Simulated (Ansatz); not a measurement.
Clean, relaxed (100) surface of Na, space group Im-3m (No. 229) (top face towards +c; atoms held fixed, by place in the list: 1, 2):

```yaml
crystal:
  lattice:
    - [4.16737, 0.00000, 0.00000]
    - [0.00000, 4.16737, 0.00000]
    - [0.00000, 0.00000, 23.25105]
  atoms:
    - { symbol: Na, position: [0.50000, 0.50000, 0.36557] }
    - { symbol: Na, position: [0.00000, 0.00000, 0.45519] }
    - { symbol: Na, position: [0.50000, 0.50000, 0.54481] }
    - { symbol: Na, position: [0.00000, 0.00000, 0.63443] }
```

Theory: DFT PBEsol, scalar-relativistic, plane waves, PAW (Ansatz). Plane waves to 420 eV, a k mesh through Γ of 7×7×1 on the computed 4-atom cell and Gaussian smearing (0.10 eV); no spin polarisation. A dipole correction removes the field between periodic images along c.

With the adsorbate the run is spin-polarised, so any moments that the slab's own atoms take up count into E_ads.

The adsorption energy is E(slab + adsorbate) − E(slab) − E(free adsorbate, spin-polarised where open-shell). With the adsorbate the cell is lengthened along c to keep the vacuum.

(1) W (atom) is put at the hollow (over Na) at (0.50, 0.50) site, one adsorbate per 17.4 Å². What structure does it relax to?

Each end is the local minimum or symmetric point that its start leads to. The slab is only 6.3 Å thick, so the energies aren't converged with thickness.

For at least one of the starts the bottom face's work function also shifts by over 0.1 eV: the slab is too thin to screen the adsorbate, so the work functions aren't converged with thickness.

Answers

(1) E_ads = -2.31 eV. Contacts: W–Na 3.17 Å, W–Na 3.19 Å.

```yaml
crystal:
  lattice:
    - [4.16737, 0.00000, 0.00000]
    - [0.00000, 4.16737, 0.00000]
    - [0.00000, 0.00000, 25.25105]
  atoms:
    - { symbol: Na, position: [0.50000, 0.50000, 0.33662] }
    - { symbol: Na, position: [0.00000, 0.00000, 0.41914] }
    - { symbol: Na, position: [0.50000, 0.50000, 0.50432] }
    - { symbol: Na, position: [0.00000, 0.00000, 0.58463] }
    - { symbol: W, position: [0.50000, 0.50000, 0.63075] }
```